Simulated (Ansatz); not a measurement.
LiIn3: how the half-step-shifted k-point mesh moves the results

Method: DFT r2SCAN, scalar-relativistic, plane waves, PAW in Ansatz.

```
CELL_PARAMETERS angstrom
4.49285 0.00000 0.00000
0.00000 4.49285 0.00000
0.00000 0.00000 4.49285
ATOMIC_POSITIONS crystal
Li 0.50000 0.50000 0.50000
In 0.50000 0.00000 0.00000
In 0.00000 0.50000 0.00000
In 0.00000 0.00000 0.50000
```

```json
{"plane-wave cutoff": "500 eV", "occupation rule": "Gaussian smearing, 0.1 eV", "spin treatment": "unpolarised"}
```

The atoms are held and the half-step-shifted k-point mesh is swept. Energies are extrapolated to zero smearing and count from the reference run, 10×10×10 Γ-centred mesh, Gaussian smearing 0.1 eV. The cell isn't necessarily relaxed at this level. Pressure is positive in compression.

| shifted mesh | ΔE (meV/atom) | P (GPa) | irreducible points |
| --- | --- | --- | --- |
| 4×4×4 | -28.7 | 0.04 | 4 |
| 6×6×6 | 0.33 | 0.55 | 10 |
| 8×8×8 | 9.03 | 0.43 | 20 |